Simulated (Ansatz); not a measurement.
LiAl₃: computed property card

LiAl3:
```
CELL_PARAMETERS angstrom
      3.96408     0.00000     0.00000
      0.00000     3.96408     0.00000
      0.00000     0.00000     3.96408
ATOMIC_POSITIONS crystal
  Li 0.00000 0.00000 0.00000
  Al 0.50000 0.50000 0.00000
  Al 0.00000 0.50000 0.50000
  Al 0.50000 0.00000 0.50000
```

Space group Pm-3m (No. 221), Cu3Au type; conventional cell a = b = c = 3.9641 Å, α = β = γ = 90.00°.

Method: LDA in the plane-wave PAW code Ansatz. Geometry: relaxed at this level of theory. Other levels are named where they apply.

**Cell and energy**

- Volume per atom: 15.57 Å³
- Density: 2.34 g/cm³
- Formation energy from the elements (no fitted shifts): -0.11 eV/atom

**Electronic structure**

- Electronic character = metallic (no gap)
- Density of states at the Fermi level = 0.32 states/eV per atom (mean over ±0.08 eV)

**Mechanics**

Bulk modulus (Birch–Murnaghan fit): 69.7 GPa
Pressure derivative B′: 4.3
Elastic constants (relaxed ions, GPa): C11 = 137, C12 = 35.7, C44 = 42.4
Mechanical stability: stable (all eigenvalues of C positive)
Hill bulk and shear moduli: 69.6 and 45.6 GPa
Young's modulus: 112 GPa
Poisson's ratio: 0.23
Debye temperature from the elastic constants: 583 K

**Phonons**

* **Highest zone-centre frequency**: 367 cm⁻¹
* **Zone-centre stability**: no imaginary mode at Γ

The workflow started from a Materials Project entry (that database holds measured and hypothetical structures alike); the Crystallography Open Database copy checked does not list it. With Li and Al taken as one species the cell has the higher symmetry Fm-3m, so it may be an ordered model of a mixed-site phase. Its standing as an ambient phase is unchecked. The LDA relaxation kept the symmetry of its start. As this level gives no gap, shear constants depend on the k-mesh and smearing (Fermi–Dirac, 0.1 eV here). As this level gives no gap, phonon frequencies hold no LO–TO term and depend on the k-mesh and smearing (Fermi–Dirac, 0.1 eV here). The references are the lowest solids computed at this level, not always the standard phases.

Potentials: the later of the program's two PAW sets.
